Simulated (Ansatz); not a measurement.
Simulated powder pattern, Mo Kα, λ = 0.71073 Å (kinematic, ideal powder, no thermal factors, no anomalous dispersion; the 30 strongest lines at most, above 1 %, up to 2θ = 45°):

| 2θ (°) | d (Å) | I/Imax (%) |
|---|---|---|
| 10.08 | 4.044 | 100 |
| 13.00 | 3.140 | 10 |
| 14.36 | 2.842 | 13 |
| 16.40 | 2.491 | 17 |
| 16.55 | 2.469 | 3.8 |
| 19.29 | 2.121 | 3.5 |
| 20.25 | 2.022 | 2.9 |
| 21.22 | 1.930 | 7.3 |
| 21.87 | 1.873 | 7.5 |
| 23.70 | 1.730 | 1.3 |
| 24.24 | 1.693 | 3.9 |
| 25.42 | 1.615 | 6.1 |
| 26.75 | 1.536 | 4.3 |
| 27.46 | 1.497 | 5.3 |
| 28.70 | 1.434 | 3.2 |
| 28.96 | 1.421 | 2.3 |
| 29.41 | 1.400 | 2.4 |
| 30.14 | 1.367 | 4.0 |
| 30.40 | 1.355 | 1.9 |
| 30.91 | 1.334 | 3.6 |
| 31.70 | 1.301 | 4.6 |
| 32.15 | 1.283 | 4.4 |
| 33.70 | 1.226 | 2.0 |
| 34.20 | 1.208 | 2.5 |
| 34.89 | 1.186 | 2.4 |
| 35.18 | 1.176 | 2.8 |
| 35.52 | 1.165 | 1.8 |
| 37.70 | 1.100 | 1.9 |
| 37.83 | 1.096 | 3.1 |
| 42.04 | 0.991 | 2.2 |

The pattern belongs to a structure relaxed with r²SCAN in the plane-wave PAW code Ansatz.

The compound is SiO2.

Question: Give the crystal system and the lattice parameters.

Answer: tetragonal, P4_12_12; a = 4.983 Å, c = 6.921 Å.

The cell was relaxed with r²SCAN under the symmetry of its start; phonons on a q-mesh show no instability.

Potentials: the earlier of the program's two PAW sets.
